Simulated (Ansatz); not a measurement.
# Structure optimisation: cobalt, dhcp

Level of theory: DFT, LDA (PW92), plane waves (420 eV) with PAW, scalar-relativistic (Ansatz 0.2.0). (PAW data from PBE, frozen cores regenerated.)

k-point mesh 14×14×4, Fermi-Dirac smearing 0.05 eV, starting moments 1.70 ×4 μB. Cell and atoms relax.

Starting structure:

```cif
data_structure
_symmetry_space_group_name_H-M 'P 1'
_symmetry_Int_Tables_number 1
_cell_length_a 2.5019
_cell_length_b 2.5019
_cell_length_c 8.1712
_cell_angle_alpha 90.000
_cell_angle_beta 90.000
_cell_angle_gamma 120.000
_cell_volume 44.29
loop_
_atom_site_label
_atom_site_type_symbol
_atom_site_fract_x
_atom_site_fract_y
_atom_site_fract_z
_atom_site_occupancy
Co1 Co 0.00000 0.00000 0.00000 1
Co2 Co 0.00000 0.00000 0.50000 1
Co3 Co 0.33333 0.66667 0.25000 1
Co4 Co 0.66667 0.33333 0.75000 1
```

Problem. What cell does the relaxation end in?

Solution. P6_3/mmc (spin ignored) with a = 2.427 Å, c = 7.865 Å (c/a = 3.241); 10.03 Å³ per atom against 11.07 at the start (-9.5 %).

Problem. How much energy does the relaxation gain?

Solution. 78.1 meV per atom.

Problem. Which magnetic state does it end in?

Solution. ferromagnetic, net 1.53 μB per atom; moments 1.58 ×2, 1.56 ×2 μB.
